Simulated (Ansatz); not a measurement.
Here is an unrelaxed guess for Al3InAs4.

```
Al In As
1.0
    -2.75809    2.75809    5.51618
     2.75809   -2.75809    5.51618
     2.75809    2.75809   -5.51618
Al In As
3 1 4
Cartesian
  0.0000 2.7581 2.7581
  0.0000 0.0000 5.5162
  2.7581 0.0000 2.7581
  0.0000 0.0000 0.0000
  -1.3790 1.3790 6.8952
  1.3790 1.3790 4.1371
  1.3790 -1.3790 6.8952
  1.3790 1.3790 -1.3790
```

Theory: DFT PBE, scalar-relativistic, plane waves, PAW in Ansatz. Cutoff 420 eV; k points 4×4×4 on the computed 8-atom cell (Γ-centred); Gaussian smearing, width 0.10 eV; no spin polarisation.

Formation energies are uncorrected and refer to the elements' standard structures at the same level.

Problem. Estimate its pressure, forces and energy as it stands.

Solution. The pressure is 16.4 GPa (the mean over three directions, positive in compression), the largest force is 2.15 eV/Å, and the energy is −0.20 eV/atom against the elements. The shortest distance is 2.39 Å.

Problem. How much does it gain on relaxing, and where does it end?

Solution. Relaxing gains about 0.22 eV/atom in 9 ionic steps and ends at −0.421 eV/atom on the finer mesh. The symmetry stays I-42m (No. 121). The volume per atom grows by 18.3 %, from 21.0 to 24.8 Å³. The shortest distance goes from 2.39 Å (Al–As and In–As) to 2.48 Å (Al–As). Conventional cell: a = 5.837 Å, c = 11.657 Å. Around Al on a site of symmetry -4 lie 4 As at 2.49 Å; In has 4 As at 2.65 Å; As is surrounded by 3 Al at 2.48–2.49 Å and 1 In at 2.65 Å; 1 more site not described.

The last run used an 8×8×8 mesh for its 8-atom cell and Gaussian smearing of 0.02 eV. The reference form of As is held partly by dispersion forces, which this level lacks. The relaxation can't lower the symmetry of the start. Symmetry constrained the relaxation, so the result can be a saddle point.
